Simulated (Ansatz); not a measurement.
**Energy landscape of CdSe**

31 relaxations of CdSe ended in 4 distinct structures. All values below come from PBEsol (plane waves to 420 eV, PAW, scalar-relativistic; Ansatz, a quantum-chemistry and plane-wave program).

```tsv
#	space group	Pearson	type	E − E(lowest) (eV/atom)	V (Å³/atom)	gap (eV, no SOC)	coordination	runs ending here
1	F-43m	cF8	zinc blende type	0.000	28.12	0.48	Se 4 (tetrahedral), Cd 4 (tetrahedral)	14
2	P6₃mc	hP8	AFLOW prototype AB_hP8_186_ab_ab (B5, as in SiC)	0.000	28.12	0.51	–	5
3	P6₃mc	hP12	AFLOW prototype AB_hP12_186_a2b_a2b (B6, as in SiC)	0.001	28.12	0.50	–	5
4	P6₃mc	hP4	wurtzite type	0.001	28.13	0.54	Cd 4 (tetrahedral), Se 4 (tetrahedral)	7
```

Coordination numbers (neighbours up to the widest gap in distance over summed covalent radii, below 1.35; n+m marks a second, longer set; metal–metal contacts left out). F-43m, cF8, zinc blende type is the lowest of the structures calculated here, level within the accuracy with P6₃mc, hP8, AFLOW prototype AB_hP8_186_ab_ab (B5, as in SiC); P6₃mc, hP12, AFLOW prototype AB_hP12_186_a2b_a2b (B6, as in SiC); P6₃mc, hP4, wurtzite type.

```cif
data_Cd4Se4
_chemical_formula_sum 'Se4 Cd4'
_space_group_name_H-M_alt 'F-43m'
_space_group_IT_number 216
_space_group_name_Hall 'F -4 2 3'
_cell_length_a 6.08182
_cell_length_b 6.08182
_cell_length_c 6.08182
_cell_angle_alpha 90.000
_cell_angle_beta 90.000
_cell_angle_gamma 90.000
loop_
_atom_site_label
_atom_site_type_symbol
_atom_site_symmetry_multiplicity
_atom_site_Wyckoff_symbol
_atom_site_fract_x
_atom_site_fract_y
_atom_site_fract_z
_atom_site_occupancy
Se1 Se 4 c 0.25000 0.25000 0.25000 1
Cd1 Cd 4 a 0.00000 0.00000 0.00000 1
```
(The calculation used a cell of 2 atoms; values per cell refer to that cell.)

Each run could gain symmetry but not lose that of its start, so entries can be saddle points. From databases, or of a type measured for this composition: F-43m, cF8, zinc blende type; P6₃mc, hP4, wurtzite type; the others are generated cells (placed on structure types, drawn at random, substituted or restacked) that were not matched to a known phase here. Static energies at zero pressure. Each cell has its own k-point mesh; energy differences are given only to the digits this allows. No spin polarisation in the result. Gaps of cells over 8 atoms come from the SCF mesh and high-symmetry points alone.
